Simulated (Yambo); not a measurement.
Yambo run on Cs₂O (space group R-3m, No. 166). The wavefunctions come from this Quantum ESPRESSO step (PBEsol, PseudoDojo standard norm-conserving files, scalar-relativistic):

```
&CONTROL
  calculation = 'nscf'
  pseudo_dir = './pseudo'
  outdir = './out'
/
&SYSTEM
  ibrav = 0
  nat = 3
  ntyp = 2
  ecutwfc = 84.0
  ecutrho = 336.0
  occupations = 'fixed'
  force_symmorphic = .true.
  nbnd = 142
/
&ELECTRONS
  conv_thr = 3.0000000000000004e-09
  diago_full_acc = .true.
  diago_thr_init = 1e-08
/
ATOMIC_SPECIES
O 15.9990 O.upf
Cs 132.9055 Cs.upf
CELL_PARAMETERS angstrom
  2.051769205957   1.184589503374   6.889715062000
 -2.051769205957   1.184589503374   6.889715062000
 -0.000000000000  -2.369179006749   6.889715062000
ATOMIC_POSITIONS crystal
O   0.000000000000   0.000000000000   0.000000000000
Cs   0.260389947100   0.260389947100   0.260389947100
Cs   0.739610052900   0.739610052900   0.739610052900
K_POINTS automatic
4 4 4 0 0 0
```

Yambo input:

```
rim_cut
gw0
dyson
el_el_corr
HF_and_locXC
ppa
em1d
RandQpts= 1000000
RandGvec= 1 Ry
EXXRLvcs= 84 Ry
VXCRLvcs= 336 Ry
Chimod= "HARTREE"
% BndsRnXp
 1 | 141 |
%
NGsBlkXp= 7 Ry
% LongDrXp
 1.0 | 1.0 | 1.0 |
%
PPAPntXp= 27.2114 eV
% GbndRnge
 1 | 141 |
%
GTermKind= "BG"
DysSolver= "n"
ExtendOut
% QPkrange
 1 | 1 | 12 | 13 |
 3 | 3 | 12 | 13 |
 7 | 7 | 12 | 13 |
 13 | 13 | 12 | 13 |
%
```

k points by index: 1 = Γ, 3 = L, 7 = F, 13 = Z.

The o-*.qp file then holds:

```
#    K-point    Band    Eo [eV]    E [eV]    E-Eo [eV]    Vxc [eV]    Vnlxc [eV]    Sc|Eo [eV]    Sc|E [eV]    dSc/dw|Eo [eV]    Re(Z)    Im(Z)
#
    1    12    -0.591704    -1.107628    -0.515925    -16.91742    -21.97199    4.358581    4.538644    -9.493021    0.741360    -0.002068
    1    13    0.961131    1.122107    0.160975    -6.627891    -3.151294    -3.285714    -3.315621    -5.051697    0.843420    -0.001237
    3    12    0.000000    -0.498743    -0.498743    -17.27793    -21.94309    3.999447    4.166416    -9.106524    0.749251    -0.001840
    3    13    3.037014    3.259892    0.222878    -7.442871    -3.933047    -3.242061    -3.286947    -5.477744    0.832428    -0.001048
    7    12    -0.117408    -0.642515    -0.525107    -16.96890    -21.70543    4.035381    4.211417    -9.119042    0.748992    -0.001877
    7    13    2.306324    2.577649    0.271325    -6.921462    -3.182391    -3.416079    -3.467745    -5.179206    0.840100    -0.001249
    13    12    -0.583837    -1.097608    -0.513771    -16.97128    -22.05196    4.386763    4.566910    -9.535514    0.740497    -0.002836
    13    13    2.056130    2.271918    0.215788    -8.027958    -4.773189    -2.994194    -3.038981    -5.644598    0.828200    -0.001378
```
(The two width columns are left out.) Convergence of these settings isn't established.

Geometry relaxed with PBEsol.
